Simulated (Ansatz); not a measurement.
Relaxed-ion elastic tensor of In₂O₃ (corundum, R-3c) in GPa (Voigt order), DFT-r²SCAN in the program Ansatz with PAW potentials; density 7.23 g/cm³, 12.76 Å³ per atom.

```
 299   157   119   8.2   0.0   0.0
 157   299   119  -8.2   0.0   0.0
 119   119   226   0.0   0.0   0.0
 8.2  -8.2   0.0  66.3   0.0   0.0
 0.0   0.0   0.0   0.0  66.3   8.2
 0.0   0.0   0.0   0.0   8.2  70.6
```

**Question.** Is the crystal mechanically stable?

**Answer.** Yes: the smallest eigenvalue of C is 60.0 GPa.

**Question.** Work out the Voigt, Reuss and Hill averages.

**Answer.** K_V = 179, K_R = 173, K_H = 176; G_V = 69.2, G_R = 67.8, G_H = 68.5 GPa.

**Question.** Give Young's modulus, Poisson's ratio, Pugh's ratio and the universal anisotropy index.

**Answer.** E = 9KG/(3K + G) = 182 GPa; ν = 0.33; K/G = 2.57 (ductile by the Pugh limit of 1.75); A_U = 5G_V/G_R + K_V/K_R − 6 = 0.14.

**Question.** Estimate the sound speeds and the Debye temperature.

**Answer.** v_l = √((K + 4G/3)/ρ) = 6080 m/s, v_t = √(G/ρ) = 3080 m/s, mean 3450 m/s; Θ = (h/k)(3n/4πV)^(1/3) v_m = 440 K.

**Question.** How much does each axis shrink under pressure?

**Answer.** Linear compressibilities β_i = Σ_j S_ij (j = 1 to 3): x 1.4, y 1.4, z 2.9 per TPa.

The first step of the workflow began from a Materials Project structure, measured or hypothetical; the Crystallography Open Database files this formula in space group No. 167, but the cells were not matched. It is not the phase usual at ambient conditions (space group No. 206). The cell was relaxed with r²SCAN under the symmetry of its start; its stability against distortions is not shown here.

Potentials: the earlier of the program's two PAW sets.
